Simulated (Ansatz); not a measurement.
**Si3N4: gradients before and after relaxing the atoms**

Start: a structure deposited in the COD, taken as it stands.

Space group P6_3/m (No. 176); a = 7.6374, c = 2.9220 Å, γ = 120.00°.

```
site  Wyckoff  site symmetry       x       y       z
  Si       6h            m..  0.1921  0.7662  0.2500
  N7       2c           -6..  0.3333  0.6667  0.2500
  N9       6h            m..  0.3395  0.0354  0.2500
```

One atom of each set is listed.

Computed with Ansatz: DFT, PBE, plane waves and PAW (field gradients read without the response of the frozen cores, which leaves them typically 4 to 6 % off), scalar-relativistic, 420 eV cutoff, Γ-centred 4×4×9 k-points, Fermi–Dirac smearing 0.02 eV.

The largest force at the start is 7.4 eV/Å. Relaxing the ions at fixed cell moves them by 0.144 Å at most (atom 3, Si) and 0.103 Å rms. End positions:

Si (0.1745, 0.7684, 0.2500)
N7 (0.3333, 0.6667, 0.2500)
N9 (0.3299, 0.0304, 0.2500)

```json
{"site": "Si", "moved (Å)": "0.144", "first shell before": "4 N at 1.60–1.79 Å", "first shell after": "4 N at 1.74 Å", "V_zz before (10²¹ V/m²)": "-3.64", "η before": "0.19"}
{"site": "N7", "moved (Å)": "0.000", "first shell before": "3 Si at 1.60 Å", "first shell after": "3 Si at 1.74 Å", "V_zz before (10²¹ V/m²)": "-3.13", "η before": "0.00"}
{"site": "N9", "moved (Å)": "0.064", "first shell before": "3 Si at 1.78–1.79 Å", "first shell after": "3 Si at 1.74 Å", "V_zz before (10²¹ V/m²)": "-6.15", "η before": "0.22"}
```

Q: What are V_zz and η after the relaxation?

A: 

```csv
site,V_zz after,η after,change of V_zz
Si,0.88,0.32,–
N7,-5.22,0.00,-2.09
N9,-5.28,0.07,+0.87
```

The largest change of V_zz along a kept axis is on N7, from -3.13 to -5.22. In per cent, |V_zz| changes by -14 to +67 on N (all sites that start above 0.5, bar those whose gradient vanishes or changes sign or whose main axis turns by over 40°). On Si the largest principal value lies along another axis in the second run, so the two V_zz can't be compared directly. Forces this large mark an entry whose positions are poorly determined or wrongly transcribed.

Before: The database positions are far from the calculated equilibrium, so these values describe the entry as written and may be far from the real compound's.
After: The database positions were far from equilibrium, so the relaxed structure may not be the compound's real one.
